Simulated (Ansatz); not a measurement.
Deforming LaPb3

```xyz
4
Lattice="4.9060 0.0000 0.0000 0.0000 4.9060 0.0000 0.0000 0.0000 4.9060" Properties=species:S:1:pos:R:3 pbc="T T T"
La    0.0000    0.0000    0.0000
Pb    0.0000    2.4530    2.4530
Pb    2.4530    0.0000    2.4530
Pb    2.4530    2.4530    0.0000
```

Atoms are numbered in the order listed.

The cell is COD entry 1538830, as deposited and not checked against the literature; nothing was relaxed.

No spin–orbit coupling, which matters for the heavy atoms here.

Method: DFT, PBEsol, all-electron LAPW, scalar-relativistic in Ansatz 0.2.0.

Sampling and basis: a Γ-centred 7×7×7 k mesh, Fermi–Dirac smearing of 0.05 eV, basis error target 1 meV/atom, no spin polarisation.

The unchanged cell is at -0.82 GPa.

In a metal, stresses and small energies carry noise from the k mesh.

x, y and z are the Cartesian axes of the cell as listed; fractional coordinates follow a strain, and an engineering shear is twice the off-diagonal strain component.

Problem. With this change (equal xy, yz and zx engineering shear strains of -2 %), what becomes of the energy and stress?

Solution. Energy change +3 meV/atom; stress change (xx, yy, zz, yz, xz, xy) 0.08, 0.08, 0.08, 0.64, 0.64, 0.64 GPa, compression positive.

Problem. With this change (equal xy, yz and zx engineering shear strains of -1 %), what becomes of the energy and stress?

Solution. Energy change under 1 meV/atom; stress change (xx, yy, zz, yz, xz, xy) 0.02, 0.02, 0.02, 0.30, 0.30, 0.30 GPa, compression positive.

With equal xy, yz and zx engineering shear strains of +1 %: energy change under 1 meV/atom; stress change (xx, yy, zz, yz, xz, xy) 0.02, 0.02, 0.02, -0.33, -0.33, -0.33 GPa, compression positive.

Problem. With this change (equal xy, yz and zx engineering shear strains of +2 %), what becomes of the energy and stress?

Solution. Energy change +4 meV/atom; stress change (xx, yy, zz, yz, xz, xy) 0.08, 0.08, 0.08, -0.67, -0.67, -0.67 GPa, compression positive.
